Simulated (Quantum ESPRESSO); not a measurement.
## NbHf2F3O5 (one run as intended and one with a planted mistake)

A calculation, not a measurement. The program is pw.x of Quantum ESPRESSO 7.5 (plane-wave density functional theory). The cell is made up: 11 atoms on a rutile lattice with one site empty, with randomly drawn elements, strain and displacements, not relaxed. PseudoDojo standard norm-conserving files (v0.5 for PBE, v0.4.1 for LDA and PBEsol) set the functional; there is no spin polarisation, spin-orbit coupling or dispersion term, and the masses in the input are unused placeholders.

The hafnium pseudopotential is less sure than the others, with forces about 3 percent (worst 6) and pressure in oxides about 1.5 GPa (worst 2.7) from a second method in checks, which no rerun with the same files tests.

Intended input:

```
&control calculation='scf', pseudo_dir='./dojo.nc.sr.pbe.v0_5.standard.upf', outdir='./o', disk_io='low', tprnfor=.true., tstress=.true. /
&system ibrav=0, nat=11, ntyp=4, nbnd=50, ecutwfc=84.00895049, nosym=.true., tot_charge=0,
 occupations='smearing', smearing='fd', degauss=0.0018374661
/
&electrons conv_thr=7.350e-09, electron_maxstep=60, /
ATOMIC_SPECIES
F 1.0 F.upf
Hf 1.0 Hf.upf
Nb 1.0 Nb.upf
O 1.0 O.upf
CELL_PARAMETERS angstrom
4.7423 0.0106 -0.0575
0.0106 4.655 -0.0022
-0.0761 -0.0029 6.1947
ATOMIC_POSITIONS angstrom
Nb 0.0292 0.0441 -0.0209
Hf 2.3265 2.3398 1.5285
Hf -0.0316 0.0281 3.1302
F 1.456 1.4168 -0.0283
F 3.2778 3.2299 -0.0206
O 3.7951 0.8921 1.5617
O 0.8925 3.748 1.5807
O 1.3768 1.4108 3.068
O 3.2794 3.2 3.0863
O 3.7498 0.9726 4.6273
F 0.8733 3.7878 4.6626
K_POINTS automatic
5 5 4 1 1 1
```

The log is shortened where brackets say so; the opening notice, blank lines, dates and the lines on written files are dropped, and the path of the files is cut. It prints rydbergs, bohrs and kilobars, and counts compression as positive stress. Where no state is partly filled, the Fermi energy that it prints is only some level between the filled and the empty states on the mesh, and need not lie in the true gap.

Log of the intended run:

```
     Program PWSCF v.7.5
     Parallel version (MPI & OpenMP), running on       4 processor cores
     Number of MPI processes:                 4
     Threads/MPI process:                     1
     [start-up lines left out]
     bravais-lattice index     =            0
     lattice parameter (alat)  =       8.9623  a.u.
     unit-cell volume          =     922.6959 (a.u.)^3
     number of atoms/cell      =           11
     number of atomic types    =            4
     number of electrons       =        88.00
     number of Kohn-Sham states=           50
     kinetic-energy cutoff     =      84.0090  Ry
     charge density cutoff     =     336.0358  Ry
     scf convergence threshold =      7.3E-09
     mixing beta               =       0.7000
     number of iterations used =            8  plain     mixing
     Exchange-correlation= PBE
                           (   1   4   3   4   0   0   0)
     [axes and pseudopotential details left out]
   Cartesian axes
     site n.     atom                  positions (alat units)
         1        Nb     tau(   1) = (   0.0061569   0.0092986  -0.0044068  )
         2        Hf     tau(   2) = (   0.4905475   0.4933518   0.3222875  )
         3        Hf     tau(   3) = (  -0.0066629   0.0059249   0.6600093  )
         4        F      tau(   4) = (   0.3070007   0.2987353  -0.0059671  )
         5        F      tau(   5) = (   0.6911311   0.6810313  -0.0043436  )
         6        O      tau(   6) = (   0.8002049   0.1881012   0.3292878  )
         7        O      tau(   7) = (   0.1881855   0.7902737   0.3332939  )
         8        O      tau(   8) = (   0.2903012   0.2974702   0.6468943  )
         9        O      tau(   9) = (   0.6914684   0.6747268   0.6507529  )
        10        O      tau(  10) = (   0.7906533   0.2050748   0.9756760  )
        11        F      tau(  11) = (   0.1841372   0.7986657   0.9831191  )
     number of k points=    50  Fermi-Dirac smearing, width (Ry)=  0.0018
                       cart. coord. in units 2pi/alat
        k(    1) = (   0.1009563   0.1016991   0.0969878), wk =   0.0400000
        k(    2) = (   0.1032771   0.1017843   0.2884163), wk =   0.0400000
     [further k points left out]
     Dense  grid:    96011 G-vectors     FFT dimensions: (  54,  54,  72)
     Estimated max dynamical RAM per process >     276.67 MB
     Estimated total dynamical RAM >       1.01 GB
     Initial potential from superposition of free atoms
     starting charge      87.9939, renormalised to      88.0000
     Starting wfcs are   62 randomized atomic wfcs
     total cpu time spent up to now is        4.3 secs
     per-process dynamical memory:   216.8 Mb
     Self-consistent Calculation
     iteration #  1     ecut=    84.01 Ry     beta= 0.70
     Davidson diagonalization with overlap
     ethr =  1.00E-02,  avg # of iterations =  2.0
     total cpu time spent up to now is       12.4 secs
     total energy              =    -661.73335249 Ry
     estimated scf accuracy    <       5.23955909 Ry
     iteration #  2     ecut=    84.01 Ry     beta= 0.70
     Davidson diagonalization with overlap
     ethr =  5.95E-03,  avg # of iterations =  7.3
     total cpu time spent up to now is       26.9 secs
     total energy              =    -656.89167405 Ry
     estimated scf accuracy    <      57.42382295 Ry
     [iterations 3 to 16 left out]
     iteration # 17     ecut=    84.01 Ry     beta= 0.70
     Davidson diagonalization with overlap
     ethr =  2.88E-11,  avg # of iterations =  3.0
     total cpu time spent up to now is      173.0 secs
     total energy              =    -664.54122852 Ry
     estimated scf accuracy    <          8.9E-09 Ry
     iteration # 18     ecut=    84.01 Ry     beta= 0.70
     Davidson diagonalization with overlap
     ethr =  1.01E-11,  avg # of iterations =  2.1
     total cpu time spent up to now is      180.1 secs
     End of self-consistent calculation
     [lines on levels left out]
     the Fermi energy is     9.1782 ev
!    total energy              =    -664.54122852 Ry
     estimated scf accuracy    <          2.3E-09 Ry
     smearing contrib. (-TS)   =      -0.00000061 Ry
     internal energy E=F+TS    =    -664.54122792 Ry
     The total energy is F=E-TS. E is the sum of the following terms:
     one-electron contribution =    -219.93349752 Ry
     hartree contribution      =     155.39183683 Ry
     xc contribution           =    -158.39046104 Ry
     ewald contribution        =    -441.60910618 Ry
     convergence has been achieved in  18 iterations
     Forces acting on atoms (cartesian axes, Ry/au):
     atom    1 type  3   force =    -0.15441774    0.07524245   -0.01215867
     atom    2 type  2   force =     0.03617313    0.01324345    0.29321741
     atom    3 type  2   force =    -0.04686628    0.01161315    0.02263569
     atom    4 type  1   force =    -0.03660105   -0.04232318   -0.05318278
     atom    5 type  1   force =     0.05825012    0.05508248   -0.03868233
     atom    6 type  4   force =     0.01227155   -0.01148776   -0.17468753
     atom    7 type  4   force =    -0.01071518    0.01185760   -0.12608709
     atom    8 type  4   force =     0.00208877   -0.00389864   -0.06907462
     atom    9 type  4   force =     0.01768836    0.02335028   -0.08140318
     atom   10 type  4   force =     0.07345574   -0.07905223    0.15205544
     atom   11 type  1   force =     0.04867257   -0.05362760    0.08736766
     Total force =     0.490624     Total SCF correction =     0.000095
     Computing stress (Cartesian axis) and pressure
          total   stress  (Ry/bohr**3)                   (kbar)     P=      101.55
   0.00071063  -0.00017950   0.00011587          104.54      -26.41       17.05
  -0.00017950   0.00079973   0.00008946          -26.41      117.64       13.16
   0.00011587   0.00008946   0.00056053           17.05       13.16       82.46
     init_run     :      4.06s CPU      4.22s WALL (       1 calls)
     electrons    :    174.85s CPU    175.81s WALL (       1 calls)
     forces       :      1.67s CPU      1.70s WALL (       1 calls)
     stress       :      5.58s CPU      5.75s WALL (       1 calls)
     [timing details left out]
     PWSCF        :   3m 6.30s CPU   3m 7.71s WALL
     JOB DONE.
```

A second run has one planted mistake: the cell has the wrong charge. The input lines that differ, file-writing options aside:

```
- &system ibrav=0, nat=11, ntyp=4, nbnd=50, ecutwfc=84.00895049, nosym=.true., tot_charge=0,
+ &system ibrav=0, nat=11, ntyp=4, nbnd=50, ecutwfc=84.00895049, nosym=.true., tot_charge=1,
```

Its log:

```
     Program PWSCF v.7.5
     Parallel version (MPI & OpenMP), running on       4 processor cores
     Number of MPI processes:                 4
     Threads/MPI process:                     1
     [start-up lines left out]
     bravais-lattice index     =            0
     lattice parameter (alat)  =       8.9623  a.u.
     unit-cell volume          =     922.6959 (a.u.)^3
     number of atoms/cell      =           11
     number of atomic types    =            4
     number of electrons       =        87.00
     number of Kohn-Sham states=           50
     kinetic-energy cutoff     =      84.0090  Ry
     charge density cutoff     =     336.0358  Ry
     scf convergence threshold =      7.3E-09
     mixing beta               =       0.7000
     number of iterations used =            8  plain     mixing
     Exchange-correlation= PBE
                           (   1   4   3   4   0   0   0)
     [axes and pseudopotential details left out]
   Cartesian axes
     site n.     atom                  positions (alat units)
         1        Nb     tau(   1) = (   0.0061569   0.0092986  -0.0044068  )
         2        Hf     tau(   2) = (   0.4905475   0.4933518   0.3222875  )
         3        Hf     tau(   3) = (  -0.0066629   0.0059249   0.6600093  )
         4        F      tau(   4) = (   0.3070007   0.2987353  -0.0059671  )
         5        F      tau(   5) = (   0.6911311   0.6810313  -0.0043436  )
         6        O      tau(   6) = (   0.8002049   0.1881012   0.3292878  )
         7        O      tau(   7) = (   0.1881855   0.7902737   0.3332939  )
         8        O      tau(   8) = (   0.2903012   0.2974702   0.6468943  )
         9        O      tau(   9) = (   0.6914684   0.6747268   0.6507529  )
        10        O      tau(  10) = (   0.7906533   0.2050748   0.9756760  )
        11        F      tau(  11) = (   0.1841372   0.7986657   0.9831191  )
     number of k points=    50  Fermi-Dirac smearing, width (Ry)=  0.0018
                       cart. coord. in units 2pi/alat
        k(    1) = (   0.1009563   0.1016991   0.0969878), wk =   0.0400000
        k(    2) = (   0.1032771   0.1017843   0.2884163), wk =   0.0400000
     [further k points left out]
     Dense  grid:    96011 G-vectors     FFT dimensions: (  54,  54,  72)
     Estimated max dynamical RAM per process >     276.67 MB
     Estimated total dynamical RAM >       1.01 GB
     Initial potential from superposition of free atoms
     starting charge      87.9939, renormalised to      87.0000
     Starting wfcs are   62 randomized atomic wfcs
     total cpu time spent up to now is        4.6 secs
     per-process dynamical memory:   209.7 Mb
     Self-consistent Calculation
     iteration #  1     ecut=    84.01 Ry     beta= 0.70
     Davidson diagonalization with overlap
     ethr =  1.00E-02,  avg # of iterations =  2.0
     total cpu time spent up to now is       12.5 secs
     total energy              =    -662.68476571 Ry
     estimated scf accuracy    <       4.72689497 Ry
     iteration #  2     ecut=    84.01 Ry     beta= 0.70
     Davidson diagonalization with overlap
     ethr =  5.43E-03,  avg # of iterations =  6.9
     total cpu time spent up to now is       24.6 secs
     total energy              =    -657.73330156 Ry
     estimated scf accuracy    <      50.56126033 Ry
     [iterations 3 to 18 left out]
     iteration # 19     ecut=    84.01 Ry     beta= 0.70
     Davidson diagonalization with overlap
     ethr =  1.02E-10,  avg # of iterations =  2.0
     total cpu time spent up to now is      168.3 secs
     total energy              =    -665.14071824 Ry
     estimated scf accuracy    <       0.00000007 Ry
     iteration # 20     ecut=    84.01 Ry     beta= 0.70
     Davidson diagonalization with overlap
     ethr =  7.71E-11,  avg # of iterations =  1.0
     total cpu time spent up to now is      174.8 secs
     End of self-consistent calculation
     [lines on levels left out]
     the Fermi energy is     7.4810 ev
!    total energy              =    -665.14071825 Ry
     estimated scf accuracy    <          8.3E-10 Ry
     smearing contrib. (-TS)   =      -0.00122738 Ry
     internal energy E=F+TS    =    -665.13949087 Ry
     The total energy is F=E-TS. E is the sum of the following terms:
     one-electron contribution =    -220.55280228 Ry
     hartree contribution      =     154.37934062 Ry
     xc contribution           =    -157.35692303 Ry
     ewald contribution        =    -441.60910618 Ry
     convergence has been achieved in  20 iterations
     Forces acting on atoms (cartesian axes, Ry/au):
     atom    1 type  3   force =    -0.14553032    0.06893791   -0.03909318
     atom    2 type  2   force =     0.02990796    0.00568574    0.16711693
     atom    3 type  2   force =    -0.04647883    0.01283917    0.02309174
     atom    4 type  1   force =    -0.03913276   -0.04260794   -0.04144896
     atom    5 type  1   force =     0.05730396    0.05479225   -0.02724752
     atom    6 type  4   force =     0.01135116   -0.00978855   -0.14371441
     atom    7 type  4   force =    -0.00981596    0.01255021   -0.09735475
     atom    8 type  4   force =     0.02290857    0.01563548   -0.03049856
     atom    9 type  4   force =     0.00561478    0.00624604   -0.03091883
     atom   10 type  4   force =     0.07112389   -0.07559911    0.13745569
     atom   11 type  1   force =     0.04274755   -0.04869120    0.08261186
     Total force =     0.381174     Total SCF correction =     0.000071
     Computing stress (Cartesian axis) and pressure
          total   stress  (Ry/bohr**3)                   (kbar)     P=      -63.03
  -0.00048181  -0.00015642   0.00013447          -70.88      -23.01       19.78
  -0.00015642  -0.00039425   0.00011919          -23.01      -58.00       17.53
   0.00013447   0.00011919  -0.00040939           19.78       17.53      -60.22
     init_run     :      4.33s CPU      4.56s WALL (       1 calls)
     electrons    :    169.24s CPU    170.16s WALL (       1 calls)
     forces       :      1.65s CPU      1.67s WALL (       1 calls)
     stress       :      5.63s CPU      5.81s WALL (       1 calls)
     [timing details left out]
     PWSCF        :   3m 0.99s CPU   3m 2.40s WALL
     JOB DONE.
```

|  | intended run | run with the mistake |
| --- | --- | --- |
| free energy (eV) | -9041.544 | -9049.700 |
| smearing term -TS (eV) | 0.0000 | -0.0167 |
| pressure (GPa) | 10.15 | -6.30 |
| largest force component (eV/Å) | 7.539 | 4.297 |
| largest change of a force component (eV/Å) |  | 3.242 |
| iterations | 18 | 20 |

For scale, a rerun of the intended cell at a cutoff of 1467 eV and k mesh 7 x 7 x 6 moved values by no more than 0.004 eV in energy, 0.04 GPa in stress and 0.002 eV/Å in force. The charged cell sits in a uniform background, so its energy and stress rest on the program's zero of potential.